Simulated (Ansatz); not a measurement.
Total density of states per atom from plane-wave PAW PBEsol (Ansatz code), in 0.25 eV bins, energy from the valence-band maximum:

```
E (eV)  states/eV/atom
------  --------------
-5.21             0.00
-4.96             0.49
-4.71             0.52
-4.46             0.35
-4.21             0.67
-3.96             0.69
-3.71             0.88
-3.46             0.94
-3.21             0.74
-2.96             0.83
-2.71             0.84
-2.46             0.89
-2.21             0.86
-1.96             1.28
-1.71             1.07
-1.46             1.24
-1.21             0.58
-0.96             1.00
-0.71             0.89
-0.46             1.15
-0.21             1.12
0.04              0.11
0.29              0.00
0.54              0.00
0.79              0.00
1.04              0.00
1.29              0.00
1.54              0.00
1.79              0.00
2.04              0.12
2.29              0.51
2.54              0.51
2.79              0.00
3.04              0.00
3.29              0.66
3.54              0.49
3.79              1.17
4.04              0.95
4.29              1.11
4.54              1.02
4.79              0.30
5.04              0.57
5.29              0.47
5.54              0.42
5.79              0.61
6.04              0.56
6.29              0.63
```

Q: Pick the material that matches.
(A) V2O5, Pnma (Pearson symbol oP28)
(B) MnO2, Pnma (Mn on 4c, O on 4c, O on 4c)
(C) HfO2, P2_1/c (Hf on 4e, O on 4e, O on 4e)
(D) ZnO, wurtzite

A: A, V2O5, Pnma (Pearson symbol oP28). Top 1 eV of the valence band: O 2p 93 %. Bottom 1 eV of the conduction band: V 3d 85 %, O 2p 13 %. Projections are on Löwdin-orthogonalised atomic valence shells; empty p or d shells of many metals are not among them.

The workflow started from a Materials Project entry (that database holds measured and hypothetical structures alike); the Crystallography Open Database copy checked does not list it. COD files the formula under space group No. 31, 59. Whether it is the stable phase at ambient conditions was not checked. The PBEsol relaxation kept the symmetry of its start; its stability against distortions is not shown here. The run is not spin-polarised. No Hubbard U is applied.

Potentials: the later of the program's two PAW sets.
